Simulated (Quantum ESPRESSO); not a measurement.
pw.x input (Quantum ESPRESSO 7.5; LDA, PseudoDojo standard norm-conserving files, scalar-relativistic):

```
&CONTROL
  calculation = 'scf'
  pseudo_dir = './pseudo'
  outdir = './out'
  tprnfor = .true.
  tstress = .true.
/
&SYSTEM
  ibrav = 0
  nat = 12
  ntyp = 3
  ecutwfc = 76.0
  ecutrho = 304.0
  occupations = 'smearing'
  smearing = 'fd'
  degauss = 0.002
  nbnd = 14
/
&ELECTRONS
  conv_thr = 1.2e-09
/
ATOMIC_SPECIES
H 1.0080 H.upf
Li 6.9400 Li.upf
B 10.8100 B.upf
CELL_PARAMETERS angstrom
  4.179999919000   0.000000000000   0.000000000000
 -2.089999959000   3.619986117000   0.000000000000
  0.000000000000   0.000000000000   6.709920000000
ATOMIC_POSITIONS crystal
H   0.333333333000   0.666666667000   0.376310000000
H   0.666666667000   0.333333333000   0.876310000000
H   0.174674500000   0.349349000000   0.618330000000
H   0.825325500000   0.174674500000   0.118330000000
H   0.650651000000   0.825325500000   0.618330000000
H   0.825325500000   0.650651000000   0.118330000000
H   0.174674500000   0.825325500000   0.618330000000
H   0.349349000000   0.174674500000   0.118330000000
Li   0.333333333000   0.666666667000   0.005880000000
Li   0.666666667000   0.333333333000   0.505880000000
B   0.333333333000   0.666666667000   0.557790000000
B   0.666666667000   0.333333333000   0.057790000000
K_POINTS automatic
9 9 4 0 0 0
```

End of the output:

```
     total energy              =     -49.71888443 Ry
     estimated scf accuracy    <       0.00000004 Ry
     total energy              =     -49.71888447 Ry
     estimated scf accuracy    <       0.00000003 Ry
     total energy              =     -49.71888447 Ry
     estimated scf accuracy    <          6.2E-09 Ry
[...]
     the Fermi energy is     0.4533 ev
!    total energy              =     -49.71888447 Ry
     estimated scf accuracy    <          1.8E-11 Ry
     smearing contrib. (-TS)   =       0.00000000 Ry
     internal energy E=F+TS    =     -49.71888447 Ry
     The total energy is F=E-TS. E is the sum of the following terms:
     one-electron contribution =     -23.08143540 Ry
     hartree contribution      =      12.85635698 Ry
     xc contribution           =     -16.74893275 Ry
     ewald contribution        =     -22.74487330 Ry
     convergence has been achieved in  10 iterations
     Forces acting on atoms (cartesian axes, Ry/au):
     atom    1 type  1   force =     0.00000000    0.00000000   -0.00661686
     atom    2 type  1   force =     0.00000000    0.00000000   -0.00661686
     atom    3 type  1   force =    -0.00000000   -0.00529027    0.00249572
     atom    4 type  1   force =     0.00458151   -0.00264514    0.00249572
     atom    5 type  1   force =     0.00458151    0.00264514    0.00249572
     atom    6 type  1   force =     0.00000000    0.00529027    0.00249572
     atom    7 type  1   force =    -0.00458151    0.00264514    0.00249572
     atom    8 type  1   force =    -0.00458151   -0.00264514    0.00249572
     atom    9 type  2   force =    -0.00000000   -0.00000000    0.00309814
     atom   10 type  2   force =     0.00000000    0.00000000    0.00309814
     atom   11 type  3   force =     0.00000000   -0.00000000   -0.00396845
     atom   12 type  3   force =    -0.00000000    0.00000000   -0.00396845
     Total force =     0.018535     Total SCF correction =     0.000002
     Computing stress (Cartesian axis) and pressure
          total   stress  (Ry/bohr**3)                   (kbar)     P=      -17.70
  -0.00013533   0.00000000   0.00000000          -19.91        0.00        0.00
   0.00000000  -0.00013533   0.00000000            0.00      -19.91        0.00
   0.00000000   0.00000000  -0.00009023            0.00        0.00      -13.27
```
In a gapped system the printed Fermi energy is only some level inside the gap.

Geometry of the Materials Project entry, not relaxed at this level.
